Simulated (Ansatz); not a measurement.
Starting cell, CuAu (CuAu type, space group P4/mmm):

```
CuAu
1.0
    5.76304     0.00000     0.00000
    2.88152     2.88152     0.00000
    0.00000     0.00000     3.61476
Cu Au
2 2
Direct
  0.00000   0.50000   0.50000
  0.50000   0.50000   0.50000
  0.00000   0.00000   0.00000
  0.50000   0.00000   0.00000
```

A phonon eigenvector at M = (0.5, 0.5, 0.0) is frozen into this cell: atom i moves by Q times the vector below, so Q is the largest atomic displacement, in Å. The cell is held. (q is in reciprocal vectors of the primitive cell; the cell shown is doubled to hold the pattern.)

```csv
atom,x,y,z
Cu1,0.000,0.000,-1.000
Cu2,0.000,0.000,1.000
```

Atoms not listed stay in place.

All values below come from PBE (plane waves to 420 eV, PAW, scalar-relativistic; Ansatz, an electronic-structure program). k mesh 16×16×13 (Γ-centred), Fermi-Dirac smearing 0.05 eV. E stands for the smeared free energy. With partly filled bands, energies and forces of such displacements shift with the k mesh and the smearing. CuAu is run without spin polarisation. CuAu was relaxed with its symmetry unable to fall. Spin-orbit coupling is left out, though Au is heavy. The zero of ΔE is the undisplaced structure. The last digit holds for this mesh only.

```csv
Q (Å),ΔE (meV/cell)
-0.180,180.9
-0.150,125.0
-0.120,withheld
-0.090,44.7
-0.060,19.8
-0.030,5.0
0.000,0.0
0.030,5.0
0.060,19.8
0.090,44.7
0.120,withheld
0.150,125.0
0.180,180.9
```

Task: Fit an even polynomial form (powers 2, 4) to the given rows and predict ΔE at Q = 0.120.

Result: Least squares on the 11 given rows: ΔE = (5495)·Q² + (2735)·Q⁴, in meV/cell with Q in Å; root-mean-square residual 0.03 meV/cell. At 0.120 the fit gives 79.7 meV/cell; the calculation gives 79.7 meV/cell, the same to the digits shown. The quadratic term alone would give 79.1 meV/cell.

(A displaced cell: forces are minus the slopes of the energy, force constants its curvatures, and phonons follow from these.)
